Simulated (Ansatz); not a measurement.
Input:

Sn₂Au:
```xyz
6
Lattice="0.0000 4.2753 4.2753 4.2753 0.0000 4.2753 4.2753 4.2753 0.0000" Properties=species:S:1:pos:R:3 pbc="T T T"
Sn     5.3442     5.3442     5.3442
Sn     5.3442     3.2065     3.2065
Sn     3.2065     5.3442     3.2065
Sn     3.2065     3.2065     5.3442
Au     2.1377     2.1377     2.1377
Au     0.0000     0.0000     0.0000
```

This is the r²SCAN-relaxed structure.

Q: All from r²SCAN in the plane-wave PAW code Ansatz, unless another level is named. Give the density of states at the Fermi level.

A: 0.51 states/eV per atom (mean over ±0.08 eV).

Q: What about the formation energy from the elements (no fitted shifts)?

A: 0.57 eV/atom.

Space group Fd-3m (cubic Laves (MgCu2 type)). The cell is a constructed one: a structure type filled with these elements; neither database checked (COD, Materials Project) lists it. COD files the formula under space group No. 61. Its standing as an ambient phase is unchecked. The cell was relaxed with r²SCAN under the symmetry of its start; its stability against distortions is not shown here. The references are the lowest solids computed at this level, not always the standard phases. Spin–orbit coupling is left out wherever it is not named.

Potentials: the earlier of the program's two PAW sets.
